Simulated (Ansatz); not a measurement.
CdF2 (fluorite)

```
CELL_PARAMETERS angstrom
      0.00000     2.69422     2.69422
      2.69422     0.00000     2.69422
      2.69422     2.69422     0.00000
ATOMIC_POSITIONS crystal
  Cd 0.00000 0.00000 0.00000
  F  0.25000 0.25000 0.25000
  F  0.75000 0.75000 0.75000
```

The slice is a {110} plane (indices of the conventional cell) through the point (0.750, 0.750, 0.750) (fractional), spanned by u = [100] and v = [1 -1 -1] in vectors of this cell: u (3.81 Å) and v (5.39 Å, at 90° to u). It covers one period; positions are fractions (u, v).

Calculation: r2SCAN (plane waves to 500 eV, PAW, scalar-relativistic; Ansatz, a program for electronic structure). k mesh 11×11×11. Inside the PAW spheres the values are not all-electron values, and peaks at nuclei hang on which shells count as valence. CdF2 was relaxed with its symmetry unable to fall.

### Question
What is the ELF at the density minimum of the shortest Cd–F line in this plane (2.33 Å)?

### Answer
0.1.

### Question
What is the valence density on the shortest Cd–F line in this plane (2.33 Å), at its minimum between the atoms?

### Answer
0.30 e/Å³.

### Question
Predict the map of the electron localisation function (ELF) on the slice.

### Answer
```
|xxxx@@**..  ..::..  ..**@@xx|
|@@@@%%::  ::======::  ::%%@@|
|%%##--  ::++******++::  --##|
|::..  ..==**xxxxxx**==..  ..|
|      ..==**xxxxxx**==..    |
|::..  ..==**xxxxxx**==..  ..|
|%%##--  ::++******++::  --##|
|@@@@%%::  ::======::  ::%%@@|
|xxxx@@**..  ..::..  ..**@@xx|
|xxxx@@%%::          ::%%@@xx|
|xxxx@@%%--          --%%@@xx|
|@@@@@@**::          ::**@@@@|
|%%%%**--..          ..--**%%|
|::::..                  ..::|
|                            |
|::::..                  ..::|
|%%%%**--..          ..--**%%|
|@@@@@@**::          ::**@@@@|
|xxxx@@%%--          --%%@@xx|
|xxxx@@%%::          ::%%@@xx|
```
Scale: ten equal steps from 0.00 (start of ' ') to 0.81 (end of '@'), in the order ' .:-=+*#%@'. Values: electron localisation function (ELF). The map has 14 points along u (two characters each, u = 0 at the left) and 20 along v (v = 0 in the bottom row). Points within 0.5 Å of a nucleus are blanked (x), as the pseudised field means little there.
